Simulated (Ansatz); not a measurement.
CdGa$_{2}$Te$_{4}$:
Space group I-4 (No. 82); a = b = 6.222 Å, c = 11.875 Å, α = β = γ = 90.00°

```
atom  site  symmetry       x       y       z
----  ----  --------  ------  ------  ------
Cd      2a      -4..  0.0000  0.0000  0.0000
Ga      2d      -4..  0.5000  0.0000  0.2500
Ga      2b      -4..  0.0000  0.0000  0.5000
Te      8g         1  0.2553  0.2733  0.1373
```
(The calculation used a cell of 7 atoms; values per cell refer to that cell.)

Relaxed with r²SCAN.

Question: Which orbitals make up the states near the band edges in DFT-r²SCAN in the program Ansatz with PAW potentials?

Answer: Top 1 eV of the valence band: Te 5p 89 %. Bottom 1 eV of the conduction band: Te 5p 46 %, Ga 4s 30 %, Ga 4p 8 %, outside the projected shells 8 %. Projections are on Löwdin-orthogonalised atomic valence shells; empty p or d shells of many metals are not among them.

Question: Tabulate the density of states.

Answer: States/eV per cell of 7 atoms, in 0.25 eV bins, energy from the valence-band maximum.

```csv
E (eV),total,Te 5p,Ga 4p,Ga 4s
-7.85,0.00,0.00,0.00,0.00
-7.60,0.00,0.00,0.00,0.00
-7.35,0.00,0.00,0.00,0.00
-7.10,0.00,0.00,0.00,0.00
-6.85,0.00,0.00,0.00,0.00
-6.60,0.64,0.25,0.01,0.35
-6.35,2.05,0.81,0.06,1.01
-6.10,3.89,1.59,0.16,1.73
-5.85,1.50,0.62,0.06,0.62
-5.60,1.26,0.54,0.08,0.45
-5.35,2.97,1.26,0.16,1.00
-5.10,3.43,1.45,0.16,1.10
-4.85,0.24,0.09,0.01,0.08
-4.60,0.07,0.04,0.01,0.00
-4.35,1.09,0.60,0.15,0.02
-4.10,1.64,0.93,0.20,0.03
-3.85,2.48,1.45,0.27,0.04
-3.60,2.40,1.50,0.28,0.06
-3.35,2.34,1.59,0.51,0.03
-3.10,5.35,3.60,1.38,0.05
-2.85,6.63,4.54,1.56,0.08
-2.60,4.08,2.86,0.88,0.04
-2.35,6.29,4.67,1.18,0.05
-2.10,4.91,3.72,0.87,0.04
-1.85,6.51,5.24,0.88,0.05
-1.60,6.68,5.48,0.78,0.05
-1.35,5.48,4.58,0.55,0.04
-1.10,6.83,5.97,0.38,0.05
-0.85,4.72,4.14,0.27,0.03
-0.60,5.04,4.48,0.26,0.03
-0.35,6.13,5.57,0.24,0.03
-0.10,1.32,1.22,0.04,0.00
0.15,0.00,0.00,0.00,0.00
0.40,0.00,0.00,0.00,0.00
0.65,0.00,0.00,0.00,0.00
0.90,0.00,0.00,0.00,0.00
1.15,0.00,0.00,0.00,0.00
1.40,0.00,0.00,0.00,0.00
1.65,0.02,0.01,0.00,0.00
1.90,0.97,0.41,0.07,0.28
2.15,4.70,2.18,0.36,1.45
2.40,6.31,2.98,0.54,1.87
2.65,2.83,1.26,0.33,0.78
2.90,2.87,0.94,0.63,0.39
3.15,3.50,0.88,0.89,0.10
3.40,3.80,0.97,1.08,0.11
3.65,3.12,0.74,1.11,0.07
3.90,3.26,0.72,1.35,0.06
4.15,4.73,0.94,2.34,0.06
4.40,4.32,0.97,1.91,0.06
4.65,6.56,1.37,2.64,0.10
4.90,4.66,0.95,1.78,0.07
5.15,5.33,1.01,1.74,0.07
5.40,6.48,1.24,2.09,0.07
5.65,4.80,0.76,1.26,0.05
5.90,5.03,0.77,1.27,0.05
6.15,5.69,0.66,1.04,0.05
6.40,5.05,0.51,0.77,0.05
```

The first step of the workflow began from a Materials Project structure, measured or hypothetical; the Crystallography Open Database files this formula in space group No. 82, but the cells were not matched. Whether it is the stable phase at ambient conditions was not checked. The cell was relaxed with r²SCAN under the symmetry of its start; its stability against distortions is not shown here. Spin–orbit coupling is left out wherever it is not named.

Potentials: the earlier of the program's two PAW sets.
